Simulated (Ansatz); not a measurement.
AlAs:
```xyz
12
Lattice="7.0442 0.0000 0.0000 0.0000 7.0442 0.0000 0.0000 0.0000 7.0442" Properties=species:S:1:pos:R:3 pbc="T T T"
Al     1.7610     0.0000     3.5221
Al     3.5221     1.7610     0.0000
Al     3.5221     5.2831     0.0000
Al     5.2831     0.0000     3.5221
Al     0.0000     3.5221     5.2831
Al     0.0000     3.5221     1.7610
As     1.7610     3.5221     0.0000
As     0.0000     1.7610     3.5221
As     0.0000     5.2831     3.5221
As     5.2831     3.5221     0.0000
As     3.5221     0.0000     5.2831
As     3.5221     0.0000     1.7610
```

The program Ansatz at the PBE level (PAW) gives a gap of 1.28 eV without spin–orbit coupling, maximum at Γ, minimum on the Γ–X line, 71 % of the way from Γ.

Problem. What happens when spin–orbit coupling is switched on?

Solution. The gap drops by 0.06 eV, to 1.22 eV; maximum at Γ, minimum on the Γ–X line, 71 % of the way from Γ.

Problem. How large is the spin–orbit splitting of the valence top at Γ?

Solution. The fourfold level lies 0.15 eV above the split-off pair.

Problem. Give the electron effective mass with spin–orbit coupling.

Solution. 0.33, 0.33, 0.86 mₑ (principal values).

Problem. Give the hole effective mass with spin–orbit coupling, band 1 of 2 at the edge.

Solution. 2.6 along [100], 0.59 along [110], 0.43 along [111] (mₑ).

Problem. Give the hole effective mass with spin–orbit coupling, band 2 of 2 at the edge.

Solution. 0.12 along [100], 0.14 along [110], 0.15 along [111] (mₑ).

Space group Pm-3n. The start of the workflow was typed in or built on a structure type; neither database checked (COD, Materials Project) lists it. It is not the phase usual at ambient conditions (space group No. 216). Symmetry was held in the PBE relaxation; whether a distortion lowers the energy is not shown. The volume moved by 26 % from the start of the relaxation.

Potentials: the earlier of the program's two PAW sets.
